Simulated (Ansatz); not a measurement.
# Fields on a plane of CuCl (zinc blende)

```
CuCl
1.0
    0.00000     2.64487     2.64487
    2.64487     0.00000     2.64487
    2.64487     2.64487     0.00000
Cl Cu
1 1
Direct
  0.25000   0.25000   0.25000
  0.00000   0.00000   0.00000
```

The slice is a {110} plane (indices of the conventional cell) through the point (0.250, 0.250, 0.250) (fractional), spanned by u = [100] and v = [1 -1 -1] in vectors of this cell: u (3.74 Å) and v (5.29 Å, at 90° to u). It covers one period; positions are fractions (u, v).

Atoms on it: Cl at (0.00, 0.00); Cu at (0.50, 0.25).

The numbers are results of PBEsol (plane waves to 420 eV, PAW, scalar-relativistic; Ansatz, a program for electronic structure), not measurements. k mesh 11×11×11. Inside the PAW spheres the values are not all-electron values, and peaks at nuclei hang on which shells count as valence. CuCl is run without spin polarisation. CuCl was relaxed with its symmetry unable to fall.

| v \ u | 0.00 | 0.12 | 0.24 | 0.35 | 0.47 | 0.59 | 0.71 | 0.82 | 0.94 |
|---|---|---|---|---|---|---|---|---|---|
| 0.88 | 0.2 | 0.0 | -0.5 | -1.1 | -1.5 | -1.3 | -0.8 | -0.2 | 0.1 |
| 0.75 | -0.8 | -0.9 | -1.2 | -1.6 | -1.8 | -1.7 | -1.4 | -1.0 | -0.8 |
| 0.62 | -1.5 | -1.5 | -1.6 | -1.5 | -1.5 | -1.5 | -1.6 | -1.5 | -1.5 |
| 0.50 | -1.7 | -1.6 | -1.3 | -1.1 | -0.9 | -1.0 | -1.2 | -1.5 | -1.7 |
| 0.38 | -1.5 | -1.3 | -0.8 | -0.2 | 0.4 | 0.2 | -0.5 | -1.1 | -1.4 |
| 0.25 | -0.8 | -0.7 | -0.4 | 0.8 | 1.8 | 1.4 | 0.1 | -0.7 | -0.8 |
| 0.12 | 0.2 | 0.1 | -0.3 | -0.1 | 0.4 | 0.2 | -0.3 | -0.1 | 0.2 |
| 0.00 | -3.0 | 0.2 | -0.1 | -0.7 | -0.9 | -0.8 | -0.4 | 0.2 | -0.2 |

Values: log₁₀ of the valence density in e/Å³. The scale is logarithmic, as a density can span decades between atoms and voids; values under 0.001 e/Å³ are set to 0.001.

```
|xxxxxx999977441100001144779999xxxx|
|xxxx9999887733110000113377889999xx|
|9999999977552200000000225577999999|
|9999998866331100000000113366889999|
|8877775533110000000000001133557777|
|4444332211000000000000000011223344|
|2211110000000000000000000000001111|
|0000000000000000000000000000000000|
|0000000000000000000000000000000000|
|0000000000000000000000000000000000|
|0000000000000000000000000000000000|
|0000000000001111111111110000000000|
|0000000011111111111111111111000000|
|0000001111111111111111111111110000|
|0000001111112222222222221111110000|
|0000111111222233xxxx33222211111100|
|22111111112233xxxxxxxx332211111111|
|44442211112233xxxxxxxx332211112244|
|88776622111122xxxxxxxx221111336677|
|9999886622112233xxxx33221122668899|
|9999999955111122222222111155999999|
|xxxx9999883311111111111133889999xx|
|xxxxxx999966221111111122669999xxxx|
|xxxxxx999977331111111133779999xxxx|
```
Scale: ten equal steps from 0.01 (start of '0') to 0.87 (end of '9'), in the order '0123456789'. Values: electron localisation function (ELF). The map has 17 points along u (two characters each, u = 0 at the left) and 24 along v (v = 0 in the bottom row). Points within 0.5 Å of a nucleus are blanked (x), as the pseudised field means little there.
